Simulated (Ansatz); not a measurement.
MnZn (P-6m2); spiral at 0.6 of the way from Γ to M.

```
CELL_PARAMETERS angstrom
2.64149 0.00000 0.00000
-1.32075 2.28760 0.00000
0.00000 0.00000 4.40095
ATOMIC_POSITIONS crystal
Mn 0.66667 0.33333 0.50000
Zn 0.33333 0.66667 0.00000
```

Geometry: a structure from the Materials Project; nothing is relaxed.

Functional, mesh and filling: PBEsol, 20×20×8 k mesh, Fermi–Dirac smearing of 0.08 eV, spiral q = (0.3000, 0.0000, 0.0000). PAW means Ansatz 0.2.0 on its default frozen-core files. Site moments are integrated in spheres about the atoms. Start moments (μB): Mn1 2.3.

Iteration by iteration:

```tsv
iteration	Harris–Foulkes energy less the last (meV)	density residual (eV)	∫|m| (μB)
1	-1098.442	7.0e+00	2.3571
2	-1095.281	8.2e+00	2.1789
3	10.902	2.3e-01	2.5064
4	65.986	1.7e-02	2.5908
5	52.492	3.1e-03	2.6575
6	31.816	1.3e-03	2.6940
7	1.401	1.4e-02	2.8181
8	-18.294	1.4e-01	2.8779
9	-1.540	1.6e-02	2.8753
10	-0.012	5.2e-04	2.9098
11	0.009	4.1e-06	2.9187
12	0.000	9.9e-07	2.9210
13	0.000	7.5e-08	2.9210
14	0.000	2.3e-08	2.9212
15	0.000	1.1e-09	2.9212
```

Site moments (μB): Mn1 2.68, Zn2 -0.03. Cell moment 2.55 μB in the turning frame.

The PAW files were made with PBE; the program remakes their cores once for the run's functional and then keeps them frozen. The Ansatz runs typed with the search for lower states off end where their start leads. These are results for the start and cell typed. The real compound can order otherwise, in a larger cell, or not at all, since semilocal functionals without spin fluctuations often overstate magnetism; near a collapse of the moment, mesh and smearing move it by tens of per cent.
